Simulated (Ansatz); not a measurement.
# Lu2Pd2Pb, a database entry at a rescaled volume

```
Pd Lu Pb
1.0
     7.80737    0.00000    0.00000
     0.00000    7.80737    0.00000
     0.00000    0.00000    3.61283
Pd Lu Pb
4 4 2
Direct
  0.37170 0.87170 0.00000
  0.12830 0.37170 0.00000
  0.62830 0.12830 0.00000
  0.87170 0.62830 0.00000
  0.16840 0.66840 0.50000
  0.33160 0.16840 0.50000
  0.83160 0.33160 0.50000
  0.66840 0.83160 0.50000
  0.00000 0.00000 0.00000
  0.50000 0.50000 0.00000
```

Level: r2SCAN, no spin polarisation; 500 eV; 4×4×7 Γ-centred mesh; fermi-dirac occupations (width 0.0111 eV); Ansatz 0.2.0, fixed geometry.

**Charges.** Bader charges in e: Lu +1.66, Pd -1.36, Pb -0.61. In the mean Lu gives up most and Pd takes most.
**Stress.** The pressure is -3.0 GPa (compression positive), so with the atoms held at these fractions the cell would first shrink.
**Formation energy.** -0.87 eV an atom against the elements' usual phases (free molecules for gases, crystals otherwise, with no correction for O₂ or N₂), so it is bound against them; other compounds may still compete. Relaxing would lower it.
**Electronic structure.** It is a metal, with about 5.2 states/eV a cell as the mean within 0.25 eV of the Fermi level, mostly Lu d (53 %) and Pb p (16 %).

Origin: a database entry at a rescaled volume.
